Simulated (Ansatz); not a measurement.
P: how the k-point mesh moves the results

These are results of DFT r2SCAN, scalar-relativistic, plane waves, PAW in Ansatz 0.2.0, not measurements.

```yaml
crystal:
  lattice:
    - [-1.69151, 2.51517, 1.85894]
    - [1.69151, -2.51517, 1.85894]
    - [1.69151, 2.51517, -1.85894]
  atoms:
    - { symbol: P, position: [0.80331, 0.05331, 0.75000] }
    - { symbol: P, position: [0.19669, 0.94669, 0.25000] }
```

| Property | Result |
| --- | --- |
| plane-wave cutoff | 500 eV |
| occupation rule | Gaussian smearing, 0.1 eV |
| spin treatment | unpolarised |

The atoms stay fixed while the k-point mesh is varied. ΔE is the energy extrapolated to zero smearing, less that of the reference run (16×16×16). The cell isn't necessarily relaxed at this level. The meshes are Γ-centred. Pressure is positive in compression.

Tried: 1×1×1, 4×4×4, 6×6×6, 8×8×8, 10×10×10, 12×12×12, 14×14×14, 16×16×16. From which k-point mesh on does the energy per atom stay within 100, 10 and 1 meV of the reference?

4×4×4 for 100 meV, 4×4×4 for 10 meV, 10×10×10 for 1 meV. The reference itself isn't shown to be converged. At 4×4×4, where the energy is within 10 meV, force components still miss by up to 0.148 eV/Å, where the largest force is 0.165 eV/Å.

| mesh | ΔE (meV/atom) | P (GPa) | largest change of a force component (eV/Å) | irreducible points |
| --- | --- | --- | --- | --- |
| 1×1×1 | 8109 | 142.39 | 1.160 | 1 |
| 4×4×4 | -2.71 | 2.24 | 0.148 | 18 |
| 6×6×6 | -2.84 | 1.90 | 0.110 | 46 |
| 8×8×8 | -3.33 | 1.62 | 0.003 | 95 |
| 10×10×10 | -0.73 | 1.69 | 0.007 | 171 |
| 12×12×12 | -0.38 | 1.59 | 0.006 | 280 |
| 14×14×14 | -0.22 | 1.65 | 0.002 | 428 |
| 16×16×16 | 0.00 | 1.61 | 0.000 | 621 |

This form isn't the element's structure at ambient conditions.

1 further run of this set didn't finish or converge.